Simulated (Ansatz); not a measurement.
VN in space group P4_2/mmc (No. 131; V on 2c, N on 2e), PBE in the plane-wave PAW code Ansatz, all energies at zero smearing, with the estimated change up to a 700 eV cutoff added, with one set of potentials and settings (totals compare only within such a set). Cell of 4 atoms (2 V, 2 N): -6594.626 eV.

```json
[
 {"element": "V", "reference phase": "Im-3m, 1 atoms in the cell", "E (eV/atom)": "-2912.4140"},
 {"element": "N", "reference phase": "Pa-3, 8 atoms in the cell", "E (eV/atom)": "-384.0325"}
]
```

Formation energy per atom, worked out: (-6594.626 − 2×(-2912.4140) − 2×(-384.0325))/4 = -0.433 eV/atom (-42 kJ per mol of atoms), at 0 K, without zero-point energy or fitted corrections.

The cell is a constructed one: a structure type filled with these elements; neither database checked (COD, Materials Project) lists it. It is not the phase usual at ambient conditions (space group No. 225). Symmetry was held in the PBE relaxation; its stability against distortions is not shown here. The final state is ferromagnetic, the only order run, not a proven ground state. No Hubbard U is applied. The references are the lowest solids computed at this level, not always the standard phases (solids in place of the gases).

Potentials: the later of the program's two PAW sets.
